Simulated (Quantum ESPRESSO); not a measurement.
AgBr has the monoclinic space group P2₁/m (No. 11), Pearson symbol mP4. Cell: a = 4.054 Å, b = 4.055 Å, c = 5.728 Å, α = 90.00°, β = 90.13°, γ = 90.00°. Br on 2e is surrounded by 6 Ag at 2.863–2.867 Å (octahedral). Ag on 2e is coordinated by 6 Br at 2.863–2.867 Å (octahedral). (Neighbours: up to the widest gap in distance over summed covalent radii, below 1.35, at either atom; cation-cation contacts left out.)

The PBEsol cell relaxed from Materials Project entry mp-570301 was given an isotropic strain of +1 % on all lattice vectors, and the atoms were relaxed again.

**Question.** What does PBEsol (pw.x of Quantum ESPRESSO, ONCV potentials, no spin-orbit coupling) give for the electronic structure near the Fermi level?

**Answer.** The PBEsol gap is indirect, 0.50 eV, from H to Γ; the smallest direct gap is 2.46 eV. Spin-orbit splittings are left out.

This is not the ordinary phase of the substance; no match was found in the copy of COD used, and its stability was not checked.
